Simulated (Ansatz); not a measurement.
NbAs:
```yaml
crystal:
  lattice:
    - [3.18016, 0.00000, 0.00000]
    - [0.00000, 3.18016, 0.00000]
    - [0.00000, 0.00000, 3.18016]
  atoms:
    - { symbol: Nb, position: [0.00000, 0.00000, 0.00000] }
    - { symbol: As, position: [0.50000, 0.50000, 0.50000] }
```

Relaxed with PBEsol. Special points in fractions of this cell's reciprocal vectors: Γ (0.000, 0.000, 0.000); X (0.000, 0.500, 0.000); M (0.500, 0.500, 0.000); R (0.500, 0.500, 0.500).

### Question
List the band energies nearest the Fermi level at these points for plane-wave PAW PBEsol (Ansatz code).

### Answer
In eV from the Fermi level; about four levels below and three above (degenerate sets whole), none deeper than 8.9 eV; points with the same levels are listed once.

```json
[
 {"k": "Γ", "below": "-3.11 -3.11", "above": "0.22 0.22 0.22"},
 {"k": "X", "below": "-7.62 -2.41 -2.41 -2.17", "above": "1.92 3.21 5.68"},
 {"k": "M", "below": "-4.62 -4.62 -2.66 -0.18 -0.18", "above": "2.03 2.07 3.39"},
 {"k": "R", "below": "-6.44 -6.44 -6.44", "above": "3.53 3.53 3.60 3.60 3.60"}
]
```

Space group Pm-3m (CsCl type). A made-up cell: these elements were put on the sites of a structure type; neither database checked (COD, Materials Project) lists it. COD files the formula under space group No. 109. Its standing as an ambient phase is unchecked. The PBEsol relaxation kept the symmetry of its start; whether a distortion lowers the energy is not shown. The run is not spin-polarised. Spin–orbit coupling is left out wherever it is not named.

Potentials: the earlier of the program's two PAW sets. The files were generated under PBE; for other functionals the program regenerates the frozen cores, and for LDA and PBEsol the local potential too.
